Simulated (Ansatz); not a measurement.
Ni: computed property card

Ni:
```
Ni
1.0
   -1.37786     1.37786     1.37786
    1.37786    -1.37786     1.37786
    1.37786     1.37786    -1.37786
Ni
1
Cartesian
  0.00000   0.00000   0.00000
```
The run is spin-polarised; directions of the spins, atom by atom: ↑.

Space group Im-3m (No. 229), bcc (W type); conventional cell a = b = c = 2.7557 Å, α = β = γ = 90.00°.

Method: PBEsol (plane waves, PAW; program Ansatz). Geometry: relaxed at this level of theory. Other levels are named where they apply.

### Cell and energy

```
Item                 Result
---------------  ----------
Volume per atom    10.46 Å³
Density          9.31 g/cm³
```

### Electronic structure

```
Quantity                                                                    Value
------------------------------------  -------------------------------------------
Electronic character                                            metallic (no gap)
Density of states at the Fermi level  1.4 states/eV per atom (mean over ±0.08 eV)
```

### Magnetism

```
Item                       Value
--------------  ----------------
Magnetic order     ferromagnetic
Net moment      0.53 μB per atom
```

### Mechanics

```
Property                                                                Value
-------------------------------------  --------------------------------------
Bulk modulus (Birch–Murnaghan fit)                                    218 GPa
Pressure derivative B′                                                    4.2
Elastic constants (relaxed ions, GPa)         C11 = 165, C12 = 245, C44 = 170
Mechanical stability                   unstable (C has a negative eigenvalue)
```

The first step of the workflow began from a Materials Project structure, measured or hypothetical; the Crystallography Open Database copy checked does not list it. It is not the phase usual at ambient conditions (space group No. 225). The cell was relaxed with PBEsol under the symmetry of its start. Magnetic state: ferromagnetic, chosen from 3 collinear starts compared on coarse meshes (ties went to the first, and starts can fall back to one state), not a proven ground state. As this level gives no gap, shear constants depend on the k-mesh and smearing (Fermi–Dirac, 0.1 eV here).

Potentials: the later of the program's two PAW sets.
